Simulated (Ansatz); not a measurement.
GdIn (Pm-3m): free moments

The calculation used DFT, LDA, all-electron LAPW, scalar-relativistic in Ansatz.

Command: `ansatz run input.yaml --threads 1 --pin off --max-ram 3072MiB --backend cpu --events-out ev --progress --plain --runs-dir out`

```yaml
crystal:
  lattice:
    - [3.83, 0.0, 0.0]
    - [0.0, 3.83, 0.0]
    - [0.0, 0.0, 3.83]
  atoms:
    - { symbol: Gd, position: [0.0, 0.0, 0.0], spin: 7.0 }
    - { symbol: In, position: [0.5, 0.5, 0.5] }
magnetization:
  spin_polarized: true
kpoints:
  mp_grid: { grid: [10, 10, 10] }
scf:
  occupations: { method: fermi_dirac, width: 0.03 }
hamiltonian:
  xc: lda
  pseudopotentials: { kind: all_electron, lapw: { basis_error: 0.0005 } }
output:
  forces: true
  stress: true
  eigenvalues: false
  populations: true
```

Log:

```
settings of this run that can trade accuracy for cost: output.eigenvalues: false. Do not mix this run's numbers with those of runs without the same settings; the input reference describes each key
Gd: projections on atomic orbitals take those of the free atom 1s2 2s2 2p6 3s2 3p6 3d10 4s2 4p6 4d10 4f7 5s2 5p6 5d1 6s2, of charge +0.00 (hamiltonian.pseudopotentials.projection_atoms)
In: projections on atomic orbitals take those of the free atom 1s2 2s2 2p6 3s2 3p6 3d10 4s2 4p6 4d10 5s2 5p1, of charge +0.00 (hamiltonian.pseudopotentials.projection_atoms)
LAPW: plane waves up to 7.130 Å⁻¹, error target 5.0e-4 eV per atom; small_component_spin mean_spin; In in spheres of 1.626 Å, 21 of its electrons in bands, Dirac shells []; Gd in spheres of 1.691 Å, 34 of its electrons in bands, Dirac shells [] (how accurate: hamiltonian.pseudopotentials.lapw.basis_error, Limitations)
Engine: ansatz 0.2.0
Pseudopotentials: kind: all_electron
Pseudopotential: Gd, LAPW, valence charge 34, lapw/all_electron/scalar/gaussian/Gd, Koelling and Harmon's equation, gaussian nucleus
Pseudopotential: In, LAPW, valence charge 21, lapw/all_electron/scalar/gaussian/In, Koelling and Harmon's equation, gaussian nucleus
Functional definition: SPW92
  exchange = slater_x
  correlation = pw_c
Crystal: 2 atoms, lattice volume = 56.182 Å³
Basis set: ecut = 193.69978042969495 eV, 341 PW (Γ), exchange–correlation at level 2
Bands: 38, of which v1, the nominal top of the filled ones, is band 28 counted from 1 (27 counted from 0)
Symmetry: 48 space group operations
Space group: Pm-3m (ITA 221), of the structure as read, at distance tolerance 3.8e-5 Å
Magnetic group: BNS 221.92 (UNI 1594), of the structure as read, at distance tolerance 3.8e-5 Å
k-points: 56 of 1000
Non-local potential: Gd, projectors of the file, none
Non-local potential: In, projectors of the file, none
Initial density: superposition of atomic densities (chi_scale 0.1, normalization cell)
Starting moments: Σ|m| = 7 μB on 1 of 2 sites
Initial wavefunctions: plane waves of lowest kinetic energy (no species holds an atomic orbital)
Functional: x = slater, c = lda
iter 1 solved again at ethr=8.10e-5 eV; its pass at ethr=1.00e-1 eV (dr2=4.45e-2 eV) is discarded
SCF iter   1: F=—  HF=-466394.476090 eV  |F-HF|=—  |Δ(HF+E_count)|=         —  Δρ=5.61e-3 (↑3.58e-3 ↓5.61e-3)  dr2=4.47e-2  dr2_m=3.52e-3  M=7.150 μB ∫|m|=7.225 μB  β_m=0.30  ethr=8.10e-5  ⟨swp⟩=3.1  Hψ=27311  notcnv=0
Mixer restart at iter 1: flushing history
[...]
SCF iter  14: F=—  HF=-466394.546236 eV  |F-HF|=—  |Δ(HF+E_count)|=         —  Δρ=1.06e-6 (↑3.30e-7 ↓1.06e-6)  dr2=1.30e-9  dr2_m=1.85e-10  M=7.116 μB ∫|m|=7.188 μB  β_m=0.98  ethr=6.55e-12 (applied; sched 4.76e-12)  ⟨swp⟩=2.0  Hψ=12442  notcnv=0
[...]
Internal energy: -466394.541059 eV  (E = F + TS)
E sigma→0 (E₀):  -466394.543647 eV
Entropy (-TS):   -0.005176 eV (-2.588 meV/atom)
Fermi energy:    14.535346 eV
--- Per-component energies (eV) ---
  E_band       = -3288.134437
  E_kinetic    = 500854.809558
  E_xc         = -10808.752187
  E_electrostatic = -956440.598431  (all electrons and nuclei)
  E_smearing   = -0.005176  (= −TS)
  E_closure    = 0.000000  (closes the sum)
  E_atoms      = -466375.964352  (free atoms, spherical and without spin; not in F)
  Σ components = -466394.546236   (vs F -466394.546236, Δ=0.00e0)
  Basis errors (estimates in eV, not in F): energy 1.3e-4 per atom: plane waves 1.1e-4 (5.7e-5 summed), levels above the bands 2.2e-82, relativity 1.1e-7, radial functions 2.0e-5, core shells 2.0e-8; eigenvalues (radial functions only) 1.4e-6; not estimated: angular momenta, meshes, grids; target (lapw.basis_error) 5.0e-4; muffin-tin radii In 1.626 Å, Gd 1.691 Å
--- Forces (eV/Å), atoms counted from 1 ---
  atom   1  Gd    -0.00000000     0.00000000    -0.00000000
  atom   2  In     0.00000000     0.00000000     0.00000000
  max |Σ_I F_I| component: 2.04e-30 eV/Å
--- Stress (GPa, compression-positive) ---
       -5.493076      -0.000000       0.000000
       -0.000000      -5.493076       0.000000
        0.000000       0.000000      -5.493076
  P = ⅓ Tr σ = -5.4931 GPa (-54.931 kbar)
--- Löwdin populations: 2 sites ---
  site symbol       q [e]    m [muB]
     0     Gd     63.5583     7.1830
     1     In     49.4179    -0.0642
  spilling = 0.000211 (of n_electrons = 113.000000)
settings of this run that can trade accuracy for cost: output.eigenvalues: false. Do not mix this run's numbers with those of runs without the same settings; the input reference describes each key
```

populations.tsv:

```
# site	symbol	l	j	q_up	q_dn
# orbitals = lowdin
# n_electrons = 113.000000
# spilling = 0.000211
# projection_atom_Gd: 1s2 2s2 2p6 3s2 3p6 3d10 4s2 4p6 4d10 4f7 5s2 5p6 5d1 6s2
# projection_atom_In: 1s2 2s2 2p6 3s2 3p6 3d10 4s2 4p6 4d10 5s2 5p1
0	Gd	0_1S	-	0.999999	0.999999
0	Gd	0_2S	-	0.999986	0.999986
0	Gd	0_3S	-	0.999822	0.999827
0	Gd	0_4S	-	0.998082	0.998129
0	Gd	0_5S	-	0.970171	0.974653
0	Gd	0_6S	-	0.225120	0.205012
0	Gd	1_2P	-	3.000000	3.000000
0	Gd	1_3P	-	2.999993	2.999997
0	Gd	1_4P	-	2.999896	2.999890
0	Gd	1_5P	-	2.985328	2.976006
0	Gd	2_3D	-	4.999994	4.999999
0	Gd	2_4D	-	4.999957	4.999894
0	Gd	2_5D	-	1.200252	0.842643
0	Gd	3_4F	-	6.992067	0.191623
1	In	0_1S	-	0.999999	0.999999
1	In	0_2S	-	0.999960	0.999959
1	In	0_3S	-	0.999368	0.999362
1	In	0_4S	-	0.991575	0.991484
1	In	0_5S	-	0.615146	0.643969
1	In	1_2P	-	2.999999	2.999999
1	In	1_3P	-	2.999957	2.999956
1	In	1_4P	-	2.996435	2.996269
1	In	1_5P	-	1.087295	1.124074
1	In	2_3D	-	4.999992	4.999992
1	In	2_4D	-	4.987097	4.985978
```

Site moments (μB): Gd1 7.06, In2 -0.03. Cell moment 7.12 μB.

The magnetic group in the log treats spin as a scalar label, without spin–orbit coupling.

Without U a semilocal functional puts the f levels too near the Fermi level, which can change moments and the order of magnetic states; site and cell moments are spin moments. Spin–orbit coupling is left out although heavy atoms are present. With open f shells a run can end in a state that isn't the lowest. The magnetic state is the one that this cell and start allow. It needn't be the compound's measured order, which may need a larger cell or be absent.

It took 67 s on 1 thread of Arm Neoverse V1 (shared host), peak memory 0.58 GiB.
